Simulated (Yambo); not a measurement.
```
CELL_PARAMETERS angstrom
      4.15727     0.00000     0.00000
     -2.07863     3.60030     0.00000
      0.00000     0.00000     7.04195
ATOMIC_POSITIONS crystal
  Li 0.66667 0.33333 0.65898
  Na 0.33333 0.66667 0.97300
  S  0.66667 0.33333 0.24511
  S  0.00000 0.00000 0.74073
  Cd 0.00000 0.00000 0.38218
```

NaLiCdS$_{2}$ (space group P3m1, No. 156): mean Im ε in 1 eV windows above the direct gap of 2.96 eV, for different electron-hole kernels (Yambo, broadening 0.15 eV, PBEsol (Quantum ESPRESSO, PseudoDojo norm-conserving, 102 Ry, scalar-relativistic) bands; 6×6×4 mesh, 6 valence and 8 conduction bands, static screening with 60 bands and a 3 Ry block, scissor 1.49 eV, Tamm-Dancoff; field along x).

```tsv
window (eV)	independent quasiparticles	RPA (no attraction)	BSE
3.0 to 4.0	1.3	1.2	3.4
4.0 to 5.0	2.1	2.0	4.1
5.0 to 6.0	3.2	2.8	5.7
6.0 to 7.0	5.3	4.5	5.1
7.0 to 8.0	6.4	4.3	5.4
8.0 to 9.0	7.5	4.3	4.8
```

This run doesn't resolve bound excitons or single peaks, so only averages are given, and they too depend on the mesh; weight that the attraction moves below the gap isn't listed. All transitions below 10.01 eV are in the band window. The scissor comes from a G0W0 run whose convergence isn't established.

Spin-orbit splittings are left out.

Geometry of the Materials Project entry, not relaxed at this level.

The structure is a Materials Project entry; no match was found in the copy of COD used, and its stability was not checked.
